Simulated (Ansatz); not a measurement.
Method: DFT PBE, scalar-relativistic, plane waves, PAW in Ansatz 0.2.0. Settings: cutoff 420 eV, Γ-centred meshes spaced at most about 0.3 Å⁻¹, and about 0.25 Å⁻¹ or finer for metals (2π included), Gaussian smearing. Collinear spin in cells that started with moments and kept them past the coarse steps, no spin elsewhere.

Temperature and zero-point effects are left out.

Two relaxed structures of Co₄F:

1. (site moments Co 2.0 (×3), 1.8; F 0.1 μB)

```xyz
5
Lattice="4.8003 0.0000 0.0000 -2.4002 4.1572 0.0000 0.0000 0.0000 3.7081" Properties=species:S:1:pos:R:3 pbc="T T T"
Co    2.4002    0.0000    1.8541
Co   -1.2001    2.0786    1.8541
Co    1.2001    2.0786    1.8541
Co    0.0000    0.0000    0.0000
F     0.0000    0.0000    1.8541
```

2. (site moments Co 2.0 (×4); F 0.1 μB)

```xyz
5
Lattice="-2.5313 2.5313 2.5313 2.5313 -2.5313 2.5313 2.5313 2.5313 -2.5313" Properties=species:S:1:pos:R:3 pbc="T T T"
Co    1.2657    1.2657   -1.2657
Co   -1.2657    1.2657    1.2657
Co    1.2657    1.2657    1.2657
Co    1.2657   -1.2657    1.2657
F     0.0000    0.0000    0.0000
```

Problem. Which form is favoured at zero pressure, and by what margin per atom?

Solution. Cell 2 is lower, by 167 meV/atom. Cell 1 has space group P6/mmm (No. 191), 14.8 Å³/atom and no gap on its mesh; cell 2 has space group Im-3m (No. 229), 13.0 Å³/atom and no gap. Counting Co atoms around F (those within 1.25 times the shortest such distance or 1.15 times the sum of covalent radii; the shortest distance is added where it is long for a bond), cell 1 has F 2 and cell 2 has F 8 from 2.2 Å. The denser one is the lower, and pressure would at first widen the difference. Even the lower one lies +0.75 eV/atom against the reference forms of the elements (uncorrected), so neither is stable at this level. In cell 1, around Co on a site of symmetry mmm lie 4 Co at 2.40 Å and 2 F at 2.40 Å; Co on a site of symmetry 6/mmm has 2 F at 1.85 Å; F has 2 Co at 1.85 Å and 6 Co at 2.40 Å. In cell 2, Co is surrounded by 2 F at 2.19 Å and 6 Co at 2.53 Å; F is surrounded by 8 Co at 2.19 Å. Both come from invented guesses. A third cell relaxed alike, in Pm-3m, lies 200 meV/atom below the lower of the two.

No Hubbard U is applied to the 3d shell of Co. Another magnetic order may lie lower. Cells relaxed within their symmetry can be saddle points.
